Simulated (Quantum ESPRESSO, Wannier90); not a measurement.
FeS$_{2}$ (Pnnm): Wannier90 run

```
begin unit_cell_cart
ang
    4.4256200000    0.0000000000    0.0000000000
    0.0000000000    5.3965300000    0.0000000000
    0.0000000000    0.0000000000    3.3777000000
end unit_cell_cart
begin atoms_frac
Fe   0.5000000000  0.5000000000  0.5000000000
Fe   0.0000000000  0.0000000000  0.0000000000
S    0.2995900000 -0.1218200000  0.5000000000
S   -0.2995900000  0.1218200000  0.5000000000
S   -0.2004100000 -0.3781800000  0.0000000000
S    0.2004100000  0.3781800000  0.0000000000
end atoms_frac
```

Structure: Materials Project mp-1522, symmetrised, not relaxed again. COD (Crystallography Open Database) has the formula in 4 space groups, this one among them (matched by group alone). Level: PBEsol, no spin polarisation, no spin-orbit coupling; pw.x of Quantum ESPRESSO at 72 Ry with PseudoDojo potentials, 8×6×10 k-points, Wannier90. Density: 8×6×10 mesh, cold smearing 0.01 Ry. A non-magnetic state is assumed, with no Hubbard U; filled 3d bands tend to lie too high at this level.

A tight-binding model is made by disentanglement and projection with no localisation steps (num_iter = 0), so the 22 orbitals stay atom-like: hydrogen-like Fe: d; S: p, axes along x, y, z; frozen window up to 2.24 eV relative to the valence-band maximum. It follows pw.x to 0.6 meV rms for states up to 1.7 eV relative to the valence-band maximum. Matrix elements depend on this choice of orbitals and windows.

Problem. Which pairs of orbitals on different sites are coupled most strongly? Give distance, modulus and how many such pairs a cell has.

Solution. 
```csv
orbital,orbital,distance of the centres (Å),modulus (eV),pairs
S px,S py,2.24,1.91,4
S px,S px,2.24,1.81,2
Fe dxy,S py,2.17,1.14,4
Fe dx2-y2,S px,2.22,1.00,4
Fe dxz,S pz,2.21,0.95,8
S px,S px,2.94,0.93,2
S pz,S pz,2.21,0.91,2
Fe dz2,S py,2.17,0.82,4
Fe dz2,S px,2.24,0.78,8
Fe dyz,S pz,2.28,0.77,4
S pz,S pz,3.38,0.72,4
Fe dxz,S py,2.27,0.63,8
Fe dyz,S px,2.24,0.63,8
Fe dxy,S pz,2.21,0.61,8
Fe dx2-y2,S py,2.17,0.61,4
S py,S pz,3.13,0.61,8
S py,S py,2.25,0.61,2
Fe dxz,S px,2.24,0.59,8
S px,S py,2.99,0.58,4
S py,S py,3.22,0.52,8
Fe dx2-y2,S pz,2.21,0.50,8
S px,S px,3.10,0.48,8
S py,S pz,3.07,0.47,8
Fe dyz,S pz,2.21,0.47,8
S px,S py,3.06,0.45,8
S px,S pz,3.11,0.43,8
Fe dx2-y2,S py,2.27,0.41,8
Fe dxz,S pz,2.28,0.40,4
S px,S pz,3.14,0.38,8
Fe dz2,S py,2.27,0.37,8
```
